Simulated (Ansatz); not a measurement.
Values for one crystal, relaxed and computed with plane-wave PAW PBE (Ansatz code); other levels are named.

| Quantity | Result |
|---|---|
| Volume per atom | 14.80 Å³ |
| Electronic character | metallic (no gap) |
| Pressure derivative B′ | 4.5 |
| Formation energy from the elements (no fitted shifts) | 0.059 eV/atom |
| Density of states at the Fermi level | 1.2 states/eV per atom (mean over ±0.08 eV) |
| Bulk modulus (Birch–Murnaghan fit) | 2780 kbar |
| Gap with spin–orbit coupling | none (metallic) |

### Question
Pick the material that matches.
A. MoIr, rock salt
B. ZrRu, rock salt
C. MoRu, L1₀ or tetragonal B2
D. MoPt, rock salt

### Answer
C, MoRu, L1₀ or tetragonal B2

Space group P4/mmm (L1₀ or tetragonal B2). The start of the workflow was typed in or built on a structure type; neither database checked (COD, Materials Project) lists it. Whether it is the stable phase at ambient conditions was not checked. Symmetry was held in the PBE relaxation; its stability against distortions is not shown here. The run is not spin-polarised. The references are the lowest solids computed at this level, not always the standard phases. Spin–orbit coupling is left out wherever it is not named.

Potentials: the earlier of the program's two PAW sets.
